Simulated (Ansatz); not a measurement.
Phonons of rocksalt-structured ZrB

Method: PBEsol, scalar-relativistic; no spin polarisation; PAW, 420 eV, Gaussian smearing of 0.15 eV; code Ansatz; PAW files: Ansatz's generated set soft_2.

```yaml
crystal:
  lattice:
    - [0.00000, 2.43122, 2.43122]
    - [2.43122, 0.00000, 2.43122]
    - [2.43122, 2.43122, 0.00000]
  atoms:
    - { symbol: Zr, position: [0.50000, 0.50000, 0.50000] }
    - { symbol: B, position: [0.00000, 0.00000, 0.00000] }
```

The compound is reported in the structure type of the start.

Force constants come from finite displacements in a 3×3×3 supercell (the unit cell's 12×12×12 k-mesh, folded to it); the long-range dipole term is not included. Points in reciprocal vectors of this cell: Γ = (0.000, 0.000, 0.000), X = (0.500, 0.000, 0.500), U = (0.625, 0.250, 0.625), K = (0.375, 0.375, 0.750), L = (0.500, 0.500, 0.500), W = (0.500, 0.250, 0.750).

Frequencies at the named points (cm⁻¹, imaginary ones negative):
| point | ω (cm⁻¹) |
| --- | --- |
| Γ | 0 0 0 445 445 445 |
| X | 142 142 211 463 463 531 |
| U | 176 187 197 441 471 505 |
| K | 176 187 197 441 471 505 |
| L | 203 203 228 441 441 490 |
| W | 182 182 206 434 488 488 |

Problem. Is the structure dynamically stable along this path, and where does the spectrum end?

Solution. Yes: no branch is imaginary beyond numerical noise. The highest frequency is 531 cm⁻¹, at X. Points that don't fit the supercell are interpolated.

Problem. What does the harmonic approximation give for the vibrational free energy, entropy and heat capacity?

Solution. Zero-point energy 59.9 meV/atom.
```tsv
T (K)	F_vib (meV/atom)	S (J/K per mole of atoms)	C_V (J/K per mole of atoms)
100	58.6	4.2	8.2
200	49.9	12.6	16.1
300	32.9	20.0	20.1
400	8.9	26.0	21.9
500	-20.7	31.0	22.9
600	-55.1	35.3	23.5
700	-93.6	38.9	23.9
800	-135.7	42.1	24.1
900	-180.9	45.0	24.3
1000	-228.9	47.6	24.4
```

The highest mode, 531 cm⁻¹, is worth 760 K. At 300 K the heat capacity has reached 80 % of the classical limit 3R = 24.9 J/K per mole of atoms, since the stiffer modes are still partly frozen out.

The crystal is a metal or nearly so; low and unstable modes depend on mesh and smearing.

Cost: 3 min on 4 threads of Arm Neoverse V1, on a shared host, peak memory 4.5 GiB.

The cell is a metal with an odd number of electrons, and spin polarisation wasn't tried.
